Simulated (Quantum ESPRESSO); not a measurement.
Simulation results for Ga3SiN4 (made-up cell), Si7As (made-up cell), AlSi3C3N (made-up cell)

Calculation on a made-up crystal cell, not a measurement, the moved input of one more run found from cubic fits through the family: the fits match the computed values on one interval only; periodic Kohn-Sham density functional theory in plane waves with PseudoDojo standard norm-conserving scalar-relativistic pseudopotentials, each functional with its own files (v0.5 for PBE, v0.4.1 for LDA and PBEsol), no spin polarisation, no spin-orbit coupling, atoms not relaxed, stress positive in tension, energies less a fixed whole-eV offset for each atom's element; levels are Kohn-Sham levels at fractions of this cell's reciprocal vectors, counted from the reference band (half the neutral cell's valence electrons, rounded up) at Gamma; error bars cover cutoff and k-mesh only, not smearing or the files; each bar is the largest change over components, and at least 0.002 eV, 0.002 eV per angstrom or 0.02 GPa; added strain carries the atoms with the cell, and shear is the tensor component; energies are for the whole cell, and the offsets were chosen from early runs and are not element reference energies. Program: Quantum ESPRESSO 7.5.

Settings shared by all entries: functional pbe; cutoff 1143 eV; scf tolerance 1e-07 eV; electrons removed 0; structure shown one run of the family, not the further run.

(1) Ga3SiN4 (made-up cell)

Reference structure:
```
cell vectors (Å)
   4.2754     0.0053    -0.0134
   0.0053     4.3029    -0.0163
  -0.0134    -0.0163     4.2853
atoms (fractions of the cell vectors)
Si -0.00185  0.00324  0.00199
Ga  0.00250  0.49484  0.49469
Ga  0.50910  0.01101  0.52006
Ga  0.50424  0.51353 -0.00447
N   0.48750 -0.03419 -0.00068
N   0.48912  0.49340  0.50687
N   1.00740 -0.00348  0.50060
N   1.00223  0.50627  0.00186
```

- lattice type: rocksalt
- fermi dirac smearing: 0.1 eV
- moved input: shift of site 5 along z
- moved input in the structure shown: -0.0104 Å
- further run fz on site 5: 1.853 eV/Å
- further run fz on site 3: -1.191 eV/Å
- further run fz on site 6: -0.693 eV/Å
- further run fz on site 7: -0.489 eV/Å
- k mesh: 6 x 6 x 6, shifted by half a step
- moved input of the further run: -0.1441 Å
- interval low: -0.147 Å
- interval high: -0.1405 Å
- energy against integrated force or stress: 4.418e-05 eV
- error bar energy: 0.01518 eV
- error bar force: 0.01604 eV/Å

Atoms:
```
atoms element  atom site  atom energy offset (eV)
           Si          1                     -115
           Ga          2                    -2080
           Ga          3                    -2080
           Ga          4                    -2080
            N          5                     -283
            N          6                     -283
            N          7                     -283
            N          8                     -283
```

Family:
```
moved input (Å)  fz on site 5 (eV/Å)  fz on site 3 (eV/Å)  fz on site 6 (eV/Å)  fz on site 7 (eV/Å)
        -0.1854                2.517               -1.544               -0.834                -0.62
        -0.0309                0.486               -0.672               -0.305               -0.114
        -0.0104                0.287               -0.625               -0.235               -0.045
         0.0897               -0.602               -0.483                0.109                0.296
         0.1122               -0.798               -0.455                0.186                0.372
          0.146               -1.101               -0.403                0.301                0.484
```

(2) Si7As (made-up cell)

Reference structure:
```
cell vectors (Å)
   5.3483    -0.0494     0.0343
  -0.0494     5.4008    -0.0308
   0.0342    -0.0307     5.4579
atoms (fractions of the cell vectors)
Si  0.00125  0.00801  0.01218
Si  0.00767  0.50373  0.51052
Si  0.49340  0.01887  0.47028
Si  0.49137  0.49464  0.01847
As  0.23028  0.26791  0.24923
Si  0.26019  0.76957  0.74644
Si  0.73956  0.23299  0.76885
Si  0.75509  0.74557  0.25645
```

* lattice type: zincblende/diamond
* fermi dirac smearing: 0.1 eV
* moved input: added strain, zz
* moved input in the structure shown: 0.0029
* reference band: 22
* further run next band up at zone corner: 1.096 eV
* further run next band up at 15 percent along b: 0.429 eV
* further run next band up at gamma: 0.109 eV
* further run stress zz: -3.68 GPa
* k mesh: 6 x 6 x 6, shifted by half a step
* moved input of the further run: 0.0054
* interval low: 0.004636
* interval high: 0.006088
* energy against integrated force or stress: 0.0002298 eV
* error bar energy: 0.007894 eV
* error bar stress: 0.1228 GPa
* error bar next band up: 0.002 eV

Atoms:
```
atoms element  atom site  atom energy offset (eV)
           Si          1                     -115
           Si          2                     -115
           Si          3                     -115
           Si          4                     -115
           As          5                    -2887
           Si          6                     -115
           Si          7                     -115
           Si          8                     -115
```

Family:
```
moved input  next band up at zone corner (eV)  next band up at 15 percent along b (eV)  next band up at gamma (eV)  stress zz (GPa)
    -0.0239                             1.334                                    0.522                       0.204            -7.65
    -0.0107                             1.227                                    0.482                       0.154            -5.84
    -0.0078                             1.203                                    0.471                       0.144            -5.45
     -0.004                             1.172                                    0.459                       0.132            -4.94
     0.0029                             1.116                                    0.437                       0.114            -4.01
     0.0237                             0.952                                    0.389                       0.086            -1.29
```

(3) AlSi3C3N (made-up cell)

Reference structure:
```
cell vectors (Å)
   4.2991    -0.0791    -0.0104
  -0.0791     4.4249     0.0043
  -0.0104     0.0043     4.3107
atoms (fractions of the cell vectors)
Al -0.00580  0.00159  0.00537
Si  0.01006  0.50089  0.49517
Si  0.50286 -0.01951  0.50990
Si  0.49146  0.49854  0.00104
C   0.22606  0.23310  0.25992
N   0.25427  0.74516  0.73752
C   0.73901  0.25710  0.74236
C   0.75314  0.74220  0.23997
```

* lattice type: zincblende/diamond
* fermi dirac smearing: 0.025 eV
* moved input: added strain, zz
* moved input in the structure shown: 0.0005
* further run stress zz: -10.06 GPa
* further run pressure: 8.05 GPa
* further run stress xx: -9.6 GPa
* further run stress yy: -4.48 GPa
* k mesh: 4 x 4 x 4, shifted by half a step
* moved input of the further run: ?

Atoms:
```
atoms element  atom site  atom energy offset (eV)
           Al          1                      -64
           Si          2                     -115
           Si          3                     -115
           Si          4                     -115
            C          5                     -163
            N          6                     -283
            C          7                     -163
            C          8                     -163
```

Family:
```
moved input  stress zz (GPa)  pressure (GPa)  stress xx (GPa)  stress yy (GPa)
    -0.0208           -19.01           13.89           -14.22            -8.44
    -0.0098           -14.97           11.19           -12.04            -6.57
    -0.0059           -13.54           10.27           -11.31            -5.95
     0.0005           -11.21            8.77           -10.15            -4.95
     0.0114            -7.29            6.32             -8.3            -3.38
     0.0188            -4.64            4.72            -7.13            -2.38
```

Questions
1. What moved input of the further run does the calculation give for AlSi3C3N (made-up cell) (entry 3)?

Answers
1. 0.0037

Further results for AlSi3C3N (made-up cell) (entry 3):

* interval low: 0.003534
* interval high: 0.003851
* energy against integrated force or stress: 0.0007237 eV
* error bar energy: 0.005245 eV
* error bar stress: 0.02 GPa
